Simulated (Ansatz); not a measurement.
Here is the system:

Ge₂BP:
Space group R3m, hexagonal axes (No. 160); a = b = 3.6251 Å, c = 18.1816 Å, α = β = 90.00°, γ = 120.00°

```
atom  site  symmetry       x       y       z
----  ----  --------  ------  ------  ------
B       3a        3m  0.0000  0.0000  0.0001
P       3a        3m  0.0000  0.0000  0.1076
Ge      3a        3m  0.0000  0.0000  0.5019
Ge      3a        3m  0.0000  0.0000  0.6405
```
(The calculation used a cell of 4 atoms; values per cell refer to that cell.)

This is the PBE-relaxed structure.

Problem. All from plane-wave PAW PBE (Ansatz code), unless another level is named. Predict the electronic character.

Solution. metallic (no gap).

Problem. What about the density of states at the Fermi level?

Solution. 0.08 states/eV per atom (mean over ±0.08 eV).

Problem. And the formation energy from the elements (no fitted shifts)?

Solution. 0.077 eV/atom.

The start of the workflow was typed in or built on a structure type; neither database checked (COD, Materials Project) lists it. Whether it is the stable phase at ambient conditions was not checked. The PBE relaxation kept the symmetry of its start; its stability against distortions is not shown here. The volume moved by 18 % from the start of the relaxation. The references are the lowest solids computed at this level, not always the standard phases. Spin–orbit coupling is left out wherever it is not named.

Potentials: the earlier of the program's two PAW sets.
